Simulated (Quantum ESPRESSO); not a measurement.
Space group Pm-3m (No. 221); a = b = c = 3.995 Å, α = β = γ = 90.00°

```json
[
 {"atom": "O", "site": "3d", "symmetry": "4/mm.m", "x": "0.0000", "y": "0.0000", "z": "0.5000"},
 {"atom": "K", "site": "1b", "symmetry": "m-3m", "x": "0.5000", "y": "0.5000", "z": "0.5000"},
 {"atom": "Ta", "site": "1a", "symmetry": "m-3m", "x": "0.0000", "y": "0.0000", "z": "0.0000"}
]
```

The geometry is that of Materials Project entry mp-3614, symmetrised and not relaxed again.

Task: What does PBEsol (Quantum ESPRESSO, PseudoDojo norm-conserving, 84 Ry, scalar-relativistic) give for the electronic structure near the Fermi level?

Result: The PBEsol gap is indirect, 2.14 eV, from R to Γ; the smallest direct gap is 2.78 eV. Spin-orbit coupling is left out, which matters for elements this heavy: edges can move by tenths of an eV. The cell is held in this high symmetry; tilts and polar distortions were not searched.
